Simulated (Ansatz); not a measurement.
Zn (hcp, Mg type), conventional cell a = b = 2.647 Å, c = 4.679 Å, α = β = 90.00°, γ = 120.00°. The calculation uses the primitive cell of 2 atoms, to which meshes and values per cell refer.

This relaxed cell (volume V₀) is scaled evenly in all directions, its shape held. Symmetry pins the atoms to their sites.

Method: r2SCAN (plane waves to 500 eV, PAW, scalar-relativistic; Ansatz, a first-principles code). k mesh 20×20×10 (Γ-centred), Fermi-Dirac smearing 0.05 eV. Energies are smeared free energies. Compression counts positive. With the shape held, the modulus is that of even scaling; a crystal free to change shape is softer. Zn was relaxed with its symmetry unable to fall. The zero of ΔE is the relaxed starting cell.

The scan covers V/V₀ from 0.840 to 1.160 in 11 points.

Problem. What is the fitted pressure derivative B₀′?

Solution. 5.1.

Problem. What bulk modulus at fixed cell shape B₀ follows from a third-order Birch-Murnaghan fit?

Solution. 93.0 GPa.

(Under strain, the slope of the energy per volume gives the stress and its curvature an elastic modulus.)
